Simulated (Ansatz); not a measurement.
GeS2:
```yaml
crystal:
  lattice:
    - [5.80706, 0.00000, 0.00000]
    - [-2.90353, 5.02906, 0.00000]
    - [0.00000, 0.00000, 6.95477]
  atoms:
    - { symbol: Ge, position: [0.54674, 0.54674, 0.50000] }
    - { symbol: Ge, position: [0.45326, 0.00000, 0.16667] }
    - { symbol: Ge, position: [0.00000, 0.45326, 0.83333] }
    - { symbol: S, position: [0.32611, 0.36230, 0.77233] }
    - { symbol: S, position: [0.63770, 0.96381, 0.43900] }
    - { symbol: S, position: [0.03619, 0.67389, 0.10566] }
    - { symbol: S, position: [0.36230, 0.32611, 0.22767] }
    - { symbol: S, position: [0.96381, 0.63770, 0.56100] }
    - { symbol: S, position: [0.67389, 0.03619, 0.89434] }
```

Tensor components refer to the Cartesian frame of this cell.

Question: Give the proper piezoelectric stress tensor with relaxed ions from plane-wave PAW PBEsol (Ansatz code).

Answer: In C/m², rows x, y, z, Voigt columns; mesh uncertainty up to 0.01.
```
-0.01   0.01   0.00   0.18   0.00   0.00
 0.00   0.00   0.00   0.00  -0.18   0.01
 0.00   0.00   0.00   0.00   0.00   0.00
```

The elastic tensor of the same run (GPa):

```
35.7  26.5  10.0  -6.9   0.0   0.0
26.5  35.7  10.0   6.9   0.0   0.0
10.0  10.0  98.1   0.0   0.0   0.0
-6.9   6.9   0.0  18.1   0.0   0.0
 0.0   0.0   0.0   0.0  18.1  -6.9
 0.0   0.0   0.0   0.0  -6.9   4.6
```

Question: Convert to strain constants d = e·S.

Answer: In pC/N:
```
 13.8  -13.8    0.0   20.5    0.0    0.0
  0.0    0.0    0.0    0.0  -20.5  -27.6
  0.0    0.0    0.0    0.0    0.0    0.0
```

Space group P3_221. The start of the workflow was typed in or built on a structure type; neither database checked (COD, Materials Project) lists it. COD files the formula under space group No. 14, 43, 82, 122, 217. Whether it is the stable phase at ambient conditions was not checked. The PBEsol relaxation kept the symmetry of its start; whether a distortion lowers the energy is not shown. The volume moved by -23 % from the start of the relaxation. Signs of piezoelectric constants follow the polarity of the cell as given.

Potentials: the earlier of the program's two PAW sets. The files were generated under PBE; for other functionals the program regenerates the frozen cores, and for LDA and PBEsol the local potential too.
